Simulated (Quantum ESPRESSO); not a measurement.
pw.x input (Quantum ESPRESSO 7.5; PBE, PseudoDojo standard norm-conserving files, scalar-relativistic):

```
&CONTROL
  calculation = 'scf'
  pseudo_dir = './pseudo'
  outdir = './out'
  tprnfor = .true.
  tstress = .true.
/
&SYSTEM
  ibrav = 0
  nat = 5
  ntyp = 3
  ecutwfc = 62.5
  ecutrho = 250.0
  occupations = 'smearing'
  smearing = 'fd'
  degauss = 0.002
  nbnd = 26
/
&ELECTRONS
  conv_thr = 5e-10
/
ATOMIC_SPECIES
Cl 35.4500 Cl.upf
Cs 132.9055 Cs.upf
Pb 207.2000 Pb.upf
CELL_PARAMETERS angstrom
  5.622239852000   0.000000000000   0.000000000000
  0.000000000000   5.622239852000   0.000000000000
  0.000000000000   0.000000000000   5.622239852000
ATOMIC_POSITIONS crystal
Cl   0.000000000000   0.500000000000   0.500000000000
Cl   0.500000000000   0.000000000000   0.500000000000
Cl   0.500000000000   0.500000000000   0.000000000000
Cs   0.000000000000   0.000000000000   0.000000000000
Pb   0.500000000000   0.500000000000   0.500000000000
K_POINTS automatic
6 6 6 0 0 0
```

End of the output:

```
     total energy              =    -285.47508174 Ry
     estimated scf accuracy    <       0.00000053 Ry
     total energy              =    -285.47508194 Ry
     estimated scf accuracy    <          3.0E-09 Ry
     total energy              =    -285.47508195 Ry
     estimated scf accuracy    <          1.2E-09 Ry
[...]
     the Fermi energy is     4.8627 ev
!    total energy              =    -285.47508195 Ry
     estimated scf accuracy    <          1.1E-10 Ry
     smearing contrib. (-TS)   =      -0.00000000 Ry
     internal energy E=F+TS    =    -285.47508195 Ry
     The total energy is F=E-TS. E is the sum of the following terms:
     one-electron contribution =    -101.04775515 Ry
     hartree contribution      =      69.80732063 Ry
     xc contribution           =     -79.82965997 Ry
     ewald contribution        =    -174.40498747 Ry
     convergence has been achieved in   9 iterations
     Forces acting on atoms (cartesian axes, Ry/au):
     atom    1 type  1   force =     0.00000000    0.00000000    0.00000000
     atom    2 type  1   force =     0.00000000    0.00000000    0.00000000
     atom    3 type  1   force =     0.00000000    0.00000000    0.00000000
     atom    4 type  2   force =     0.00000000    0.00000000    0.00000000
     atom    5 type  3   force =     0.00000000    0.00000000    0.00000000
     Total force =     0.000000     Total SCF correction =     0.000000
     Computing stress (Cartesian axis) and pressure
          total   stress  (Ry/bohr**3)                   (kbar)     P=       14.54
   0.00009885   0.00000000   0.00000000           14.54        0.00        0.00
   0.00000000   0.00009885   0.00000000            0.00       14.54        0.00
   0.00000000   0.00000000   0.00009885            0.00        0.00       14.54
```
In a gapped system the printed Fermi energy is only some level inside the gap.

Spin-orbit coupling is not included.

Geometry relaxed with PBEsol.
